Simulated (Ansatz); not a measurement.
# Si3GeO8 (P-4m2) at 3 levels of theory

One geometry, relaxed with PBE; plane waves with PAW potentials in Ansatz, scalar-relativistic. No spin polarisation. Gaps are the least over mesh and band path; pressure is positive in compression.

```
Si Ge O
1.0
     5.36095    0.00000    0.00000
     0.00000    5.36095    0.00000
     0.00000    0.00000    7.61755
Si Ge O
3 1 8
Direct
  0.00000 0.00000 0.00000
  0.50000 0.00000 0.23953
  0.00000 0.50000 0.76047
  0.50000 0.50000 0.50000
  0.74946 0.00000 0.11922
  0.24325 0.50000 0.63636
  0.50000 0.24325 0.36364
  0.00000 0.74946 0.88078
  0.50000 0.75675 0.36364
  0.00000 0.25054 0.88078
  0.25054 0.00000 0.11922
  0.75675 0.50000 0.63636
```

```
level  cutoff (eV)  k mesh  gap (eV)  pressure (GPa)
  PBE          420   4×4×4      4.61             0.0
```

**Question.** What comes out on the same cell with r2SCAN, PBEsol?

**Answer.**
| level | cutoff (eV) | k mesh | gap (eV) | pressure (GPa) |
| --- | --- | --- | --- | --- |
| r2SCAN | 500 | 4×4×4 | 5.33 | -3.7 |
| PBEsol | 420 | 4×4×4 | 4.61 | -2.0 |

It was reached by relaxing an invented guess, and it needn't be the stable form of this composition.
